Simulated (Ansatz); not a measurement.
## Electric field gradients in WSe2

The cell is a COD entry, taken as it stands.

```cif
data_WSe2
_symmetry_space_group_name_H-M 'P6_3/mmc'
_symmetry_Int_Tables_number 194
_cell_length_a 3.2900
_cell_length_b 3.2900
_cell_length_c 12.9700
_cell_angle_alpha 90.000
_cell_angle_beta 90.000
_cell_angle_gamma 120.000
loop_
_atom_site_label
_atom_site_type_symbol
_atom_site_symmetry_multiplicity
_atom_site_Wyckoff_symbol
_atom_site_fract_x
_atom_site_fract_y
_atom_site_fract_z
W W 2 c 0.3333 0.6667 0.2500
Se Se 4 f 0.3333 0.6667 0.6210
```

One atom of each set is listed.

All values are calculated (Ansatz; DFT, PBE, plane waves and PAW, scalar-relativistic, collinear spin, 420 eV cutoff, Γ-centred 15×15×4 k-points, Fermi–Dirac smearing 0.02 eV), not measured. Start moments as typed (μB): 2 on each W, none on the rest.

V_zz is the principal component of the electric field gradient with the largest magnitude, η = (V_xx − V_yy)/V_zz and C_Q = eQV_zz/h.

| site | atoms | first shell | V_xx, V_yy, V_zz (10²¹ V/m²) | η | C_Q (MHz) |
| --- | --- | --- | --- | --- | --- |
| W | 2 | 6 Se at 2.53 Å | 8.51, 8.51, -17.02 | 0.00 | – |
| Se | 4 | 3 W at 2.53 Å; also 7 Se at 3.29–3.35 Å | 3.83, 3.83, -7.65 | 0.00 | – |

An axis of threefold or higher order runs through W and Se, so V_zz lies along it and η is zero.

W, Se have no stable isotope with a ground-state quadrupole moment in the table, so no C_Q is given.

Without spin–orbit coupling the gradients at and beside W can be off by some per cent, at some sites by more. The start moments die out, and the run ends without spin.

Hardware: 1 thread of Intel Xeon 6975P-C (Granite Rapids) (x86_64; 16 cores open to the job, memory cap 3.0 GiB, no GPU), a shared host with a load of 0.5 a core. Wall time 52 s, CPU time 52 s, peak memory 1 GiB.
